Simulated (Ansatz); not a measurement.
Q: Name crystals whose computed values (DFT-PBE in the program Ansatz with PAW potentials) fall in these windows: B₀ by P(V) fit (GPa) 150 to 210; G_Hill (GPa) 100 to 140; Θ_D (K) 500 to 640.

A: 

```csv
crystal,B₀ by P(V) fit (GPa),G_Hill (GPa),Θ_D (K)
"Cr, bcc (W type)",181,124,596
```
Others may fit too.

Spin orders computed, not proven ground states: Cr, bcc (W type) antiferromagnetic. The cell was relaxed under the symmetry of its start. Cells of antiferromagnets are given as chemical subcells.

Potentials: the later of the program's two PAW sets.
